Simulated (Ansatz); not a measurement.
This run works on a generated trial structure, not on a known crystal.

Input and command of a plane-wave DFT calculation in Ansatz:

```yaml
crystal:
  lattice:
    - [5.9831650735, 0.0, 0.0]
    - [-0.1161772545, 5.9985897277, 0.0]
    - [-1.4819009294, -1.5323014186, 5.9093190087]
  atoms:
    - { symbol: Sn, position: [0.2103850198, 0.2208561295, 0.5055630381] }
    - { symbol: Sn, position: [0.6631415848, 0.7147205833, 0.4912537585] }
    - { symbol: Sn, position: [0.5605789611, 0.0872366738, 0.0112528335] }
    - { symbol: Sn, position: [0.0376292621, 0.5657147161, 0.0013757768] }
    - { symbol: Se, position: [0.0646226313, 0.0557387209, 0.0468513516] }
    - { symbol: S, position: [0.6003505518, 0.5492702332, 0.0523808679] }
    - { symbol: S, position: [0.6591630692, 0.1538934837, 0.4489296228] }
    - { symbol: S, position: [0.2041289199, 0.6525694596, 0.4423927509] }
basis:
  ecutwfc: 420
kpoints:
  mp_grid: { grid: [6, 6, 6] }
hamiltonian:
  xc: pbe
scf:
  occupations: { method: gaussian, width: 0.02 }
output:
  forces: true
  stress: true
  eigenvalues: true
  write_density: true
  write_potential: true
  elf: true
  volumetric_format: npy
relax:
  adjacent_minimum: "off"
  f_tol: 0.01
  max_steps: 80
  cell: { stress_tol: 0.05 }
```

```bash
ansatz run input.yaml --threads 4 --pin off --max-ram 8192MiB --backend cpu --events-out ev --progress --plain --runs-dir out
```

Processor: Arm Neoverse V2, 4 threads, on a host shared with other jobs.

Task: How long does it run, and how much memory does it take?

Result: About 4.9 min, peak memory 1.2 GiB. It solves 54 bands at 112 k points (after reduction by symmetry) with about 4181 plane waves (on the last cell), in 52 SCF iterations over 9 ionic steps.
